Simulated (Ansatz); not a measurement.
**Field gradients at the nuclei in TiO₂**

The cell is a Materials Project structure (computed, not necessarily an observed phase), whose atoms a relaxation with PBE at fixed cell left in place.

Space group P4_2/mnm (No. 136); a = 4.5998, c = 2.9592 Å.

```
site  Wyckoff  site symmetry       x       y       z
  Ti       2b           m.mm  0.5000  0.5000  0.0000
   O       4g           m.2m  0.6957  0.6957  0.5000
```

One atom of each set is listed.

Method: Kohn–Sham DFT in Ansatz, PBE, plane waves and PAW, scalar-relativistic, 420 eV cutoff, Γ-centred 7×7×11 k-points, Fermi–Dirac smearing 0.01 eV.

C_Q = eQV_zz/h, which is 24.18 MHz for Q = 1 b and V_zz = 10²¹ V/m²; η = (V_xx − V_yy)/V_zz.

49Ti: I = 7/2, Q = 247.0 mb; ¹⁷O: I = 5/2, Q = -25.58 mb. Quadrupole moments are those of Pyykkö's year-2017 table.

```csv
site,atoms,first shell,V_zz (10²¹ V/m²),η,C_Q (MHz)
Ti,2,6 O at 1.95–1.98 Å,-2.04,0.18,-12.2
O,4,3 Ti at 1.95–1.98 Å,2.42,0.98,-1.50
```

At this cell the principal stresses reach 5 GPa in size with PBE, which can matter for small gradients. Where η is near 1 the sign of V_zz means little.

The relaxation (2 steps) took 11 s of wall time (11 s of CPU time) and 0.41 GiB at its peak, on 1 thread of Arm Neoverse V2 (aarch64; 8 cores open to the job, memory cap 3.0 GiB, no GPU), a shared host with a load of 0.6 a core.
